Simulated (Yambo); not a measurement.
Yambo run on Rb$_{2}$WO$_{2}$F$_{4}$ (space group C2/m, No. 12). The wavefunctions come from this Quantum ESPRESSO step (PBEsol, PseudoDojo standard norm-conserving files, scalar-relativistic):

```
&CONTROL
  calculation = 'nscf'
  pseudo_dir = './pseudo'
  outdir = './out'
/
&SYSTEM
  ibrav = 0
  nat = 9
  ntyp = 4
  ecutwfc = 84.0
  ecutrho = 336.0
  occupations = 'fixed'
  force_symmorphic = .true.
  nbnd = 309
/
&ELECTRONS
  conv_thr = 9.000000000000001e-09
  diago_full_acc = .true.
  diago_thr_init = 1e-08
/
ATOMIC_SPECIES
O 15.9990 O.upf
F 18.9984 F.upf
Rb 85.4678 Rb.upf
W 183.8400 W.upf
CELL_PARAMETERS angstrom
  5.334840000000  -3.069765000000   0.000000000000
  5.334840000000   3.069765000000   0.000000000000
 -0.172253000000   0.000000000000   4.976750000000
ATOMIC_POSITIONS crystal
O   0.854980000000   0.854980000000   0.786840000000
O   0.145020000000   0.145020000000   0.213160000000
F   0.304000000000   0.842460000000   0.779010000000
F   0.696000000000   0.157540000000   0.220990000000
F   0.157540000000   0.696000000000   0.220990000000
F   0.842460000000   0.304000000000   0.779010000000
Rb   0.671030000000   0.671030000000   0.313910000000
Rb   0.328970000000   0.328970000000   0.686090000000
W   0.000000000000   0.000000000000   0.000000000000
K_POINTS automatic
2 2 2 0 0 0
```

Yambo input:

```
rim_cut
gw0
dyson
el_el_corr
HF_and_locXC
ppa
em1d
RandQpts= 1000000
RandGvec= 1 Ry
EXXRLvcs= 84 Ry
VXCRLvcs= 336 Ry
Chimod= "HARTREE"
% BndsRnXp
 2 | 308 |
%
NGsBlkXp= 8 Ry
% LongDrXp
 1.0 | 1.0 | 1.0 |
%
PPAPntXp= 27.2114 eV
% GbndRnge
 1 | 308 |
%
GTermKind= "BG"
DysSolver= "n"
ExtendOut
% QPkrange
 1 | 1 | 36 | 37 |
 2 | 2 | 36 | 37 |
 3 | 3 | 36 | 37 |
 4 | 4 | 36 | 37 |
 5 | 5 | 36 | 37 |
 6 | 6 | 36 | 37 |
%
```

k points by index: 1 = Γ, 2 = (0, 0, -0.5), 3 = (0, -0.5, 0), 4 = (0, -0.5, -0.5), 5 = (-0.5, -0.5, 0), 6 = (-0.5, -0.5, -0.5).

The o-*.qp file then holds:

```
#    K-point    Band    Eo [eV]    E [eV]    E-Eo [eV]    Vxc [eV]    Vnlxc [eV]    Sc|Eo [eV]    Sc|E [eV]    dSc/dw|Eo [eV]    Re(Z)    Im(Z)
#
    1    36    -0.009920    -1.332745    -1.322826    -19.60197    -25.30956    4.044842    4.384767    -6.991283    0.795587    -0.002030
    1    37    2.261295    4.128506    1.867211    -18.36079    -12.46090    -3.619235    -4.032685    -6.024853    0.818724    -0.001511
    2    36    0.000000    -1.317419    -1.317419    -19.53458    -25.19404    4.003337    4.342037    -6.994653    0.795509    -0.002040
    2    37    2.273585    4.149381    1.875796    -18.39838    -12.45925    -3.646817    -4.063335    -6.041776    0.818307    -0.001505
    3    36    -0.029031    -1.351549    -1.322518    -19.52307    -25.20873    4.023910    4.363140    -6.978587    0.795883    -0.002053
    3    37    2.352594    4.245751    1.893157    -18.74801    -12.84328    -3.587187    -4.011579    -6.099780    0.816884    -0.876448E-3
    4    36    -0.013409    -1.340489    -1.327080    -19.54552    -25.24849    4.035487    4.375889    -6.978619    0.795882    -0.002068
    4    37    2.344128    4.235181    1.891054    -18.71002    -12.80796    -3.587484    -4.011007    -6.094013    0.817025    -0.977399E-3
    5    36    -0.090281    -1.417643    -1.327362    -19.28017    -24.91508    3.968031    4.307555    -6.959080    0.796336    -0.002185
    5    37    2.263224    4.135675    1.872451    -18.32501    -12.37851    -3.659348    -4.074052    -6.026194    0.818691    -0.001523
    6    36    -0.070114    -1.404837    -1.334723    -19.36590    -25.05922    4.016502    4.358594    -6.973004    0.796012    -0.002210
    6    37    2.260734    4.134188    1.873455    -18.27523    -12.30237    -3.684810    -4.099412    -6.021477    0.818807    -0.001532
```
(The two width columns are left out.) Convergence of these settings isn't established.

Spin-orbit coupling is not included.

Geometry of the Materials Project entry, not relaxed at this level.

The structure is a Materials Project entry; no match was found in the copy of COD used, and its stability was not checked.
